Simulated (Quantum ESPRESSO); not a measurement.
## Kohn-Sham bands of MoSe2 (P6₃/mmc, 2Ha stacking, metal over metal as in NbS2)

```yaml
crystal:
  lattice:
    - [3.32604, 0.00000, 0.00000]
    - [-1.66302, 2.88044, 0.00000]
    - [0.00000, 0.00000, 13.89686]
  atoms:
    - { symbol: Mo, position: [0.00000, 0.00000, 0.25000] }
    - { symbol: Mo, position: [0.00000, 0.00000, 0.75000] }
    - { symbol: Se, position: [0.33333, 0.66667, 0.36895] }
    - { symbol: Se, position: [0.66667, 0.33333, 0.63105] }
    - { symbol: Se, position: [0.66667, 0.33333, 0.86895] }
    - { symbol: Se, position: [0.33333, 0.66667, 0.13105] }
```

Materials Project entry mp-1018807; symmetrised, unrelaxed at this level. COD (Crystallography Open Database) has an entry of this formula and space group (matched by these alone). Method: LDA plane waves in Quantum ESPRESSO 7.5 (PseudoDojo norm-conserving files, 69 Ry, no spin polarisation, no spin-orbit coupling), Bloch states on a 6×6×4 mesh through Γ, Wannier90 4.0.1. Density: 12×12×4 mesh, cold smearing 0.01 Ry. The cell is built of weakly bound layers, chains or molecules, whose nearest atoms lie 4.12 Å apart. Database cells relaxed without dispersion often hold them too far apart, which can enlarge gaps and weakens couplings between them; spacing and stacking were not compared with the measured crystal. Spin-orbit coupling, left out, would split the p-like bands by a few tenths of an eV.

Energies are relative to the valence-band maximum; weights are on the orthonormalised atomic waves of the pseudopotential files, averaged over the group. 92 electrons a cell are treated as valence.

**Question.** Into which isolated groups do the bands fall, where do they lie and what are they made of?

**Answer.** 
| bands | from (eV) | to (eV) | filling | weight on atomic waves |
|---|---|---|---|---|
| 1–2 | -60.95 | -60.92 | filled | Mo 4s 97 % |
| 3–22 | -47.81 | -47.74 | filled | Se 3d 100 % |
| 23–28 | -35.22 | -34.98 | filled | Mo 4p 99 % |
| 29–32 | -14.52 | -12.40 | filled | Se 4s 81 %, Mo 4d 8 %, Mo 5s 7 % |
| 33–46 | -5.94 | 0.00 | filled | Se 4p 59 %, Mo 4d 35 % |
| 47–54 | 1.10 | 4.10 | empty | Mo 4d 55 %, Se 4p 38 % |

The Kohn-Sham gap over both meshes and the path is 1.10 eV.
